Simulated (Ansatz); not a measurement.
ScInNi$_{4}$ in space group F-43m (No. 216; Sc on 4d, In on 4a, Ni on 16e), plane-wave PAW r²SCAN (Ansatz code), all energies at zero smearing, with the estimated change up to a 700 eV cutoff added, with one set of potentials and settings (totals compare only within such a set). Cell of 6 atoms (1 Sc, 1 In, 4 Ni): -31136.005 eV.

```tsv
element	reference phase	E (eV/atom)
Sc	P6_3/mmc, 2 atoms in the cell	-2140.5738
In	I4/mmm, 1 atoms in the cell	-5611.8204
Ni	Fm-3m, 1 atoms in the cell, spin-polarised	-5845.2912
```

Formation energy per atom, worked out: (-31136.005 − 1×(-2140.5738) − 1×(-5611.8204) − 4×(-5845.2912))/6 = -0.408 eV/atom (-39 kJ per mol of atoms), at 0 K, without zero-point energy or fitted corrections.

The first step of the workflow began from a Materials Project structure, measured or hypothetical; the Crystallography Open Database copy checked does not list it. With Sc and In taken as one species the cell has the higher symmetry Fd-3m, so it may be an ordered model of a mixed-site phase. Its standing as an ambient phase is unchecked. The r²SCAN relaxation kept the symmetry of its start; whether a distortion lowers the energy is not shown. The run is not spin-polarised. The references are the lowest solids computed at this level, not always the standard phases.

Potentials: the later of the program's two PAW sets.
